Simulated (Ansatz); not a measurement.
## Nb (Im-3m), two-dimensional strain map

All numbers below come from DFT PBEsol, scalar-relativistic, plane waves, PAW (Ansatz). The runs took a 420 eV cutoff, a Γ-centred 20×20×20 mesh and Gaussian smearing (0.15 eV). No spin polarisation. Energies are free energies at this smearing, counted from the undisturbed cell; pressure is positive in compression.

Reference structure (as given, not relaxed at this level; it stands at -8.5 GPa):

```xyz
1
Lattice="-1.6640 1.6640 1.6640 1.6640 -1.6640 1.6640 1.6640 1.6640 -1.6640" Properties=species:S:1:pos:R:3 pbc="T T T"
Nb    0.0000    0.0000    0.0000
```

The cell is strained by p along both x and y and by q along z, fractional coordinates fixed. Points are written (p, q).

Energy above the undisturbed cell in meV/atom (a dash: not computed):

```csv
p \ q,-0.030,-0.015,0.000,0.015,0.030
-0.030,-9.1,-18.1,-20.0,-15.4,-4.9
-0.015,-23.5,–,-20.0,–,7.9
0.000,-17.3,–,0.0,–,40.1
0.030,47.4,–,91.2,–,153.9
```

Pressure in GPa:

```
 p \ q  -0.030  -0.015  0.000  0.015  0.030
-0.030     7.9     4.7    1.9   -0.8   -3.2
-0.015     1.8       –   -3.7      –   -8.2
 0.000    -3.6       –   -8.5      –  -12.6
 0.030   -12.3       –  -16.2      –  -19.5
```